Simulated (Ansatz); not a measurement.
Values for one crystal, relaxed and computed with r²SCAN in the plane-wave PAW code Ansatz; other levels are named.

| Property | Result |
|---|---|
| Volume per atom | 29.37 Å³ |
| Electronic character | metallic (no gap) |
| Formation energy from the elements (no fitted shifts) | -0.31 eV/atom |
| Density of states at the Fermi level | 0.29 states/eV per atom (mean over ±0.08 eV) |

Task: Pick the material that matches.
A) GaSb, P6_222 (Ga on 3d, Sb on 3c)
B) In3SbTe2, Immm (In on 2a, In on 4i, Sb on 2d, Te on 4j)
C) Ba2BiSb2, Immm (Bi on 2a, Ba on 4j, Sb on 4h)
D) ZnSe, P-6m2 (Zn on 1a, Se on 1f)

Result: B, In3SbTe2, Immm (In on 2a, In on 4i, Sb on 2d, Te on 4j)

The first step of the workflow began from a Materials Project structure, measured or hypothetical; the Crystallography Open Database copy checked does not list it. Its standing as an ambient phase is unchecked. The cell was relaxed with r²SCAN under the symmetry of its start; its stability against distortions is not shown here. The references are the lowest solids computed at this level, not always the standard phases. Spin–orbit coupling is left out wherever it is not named.

Potentials: the later of the program's two PAW sets.
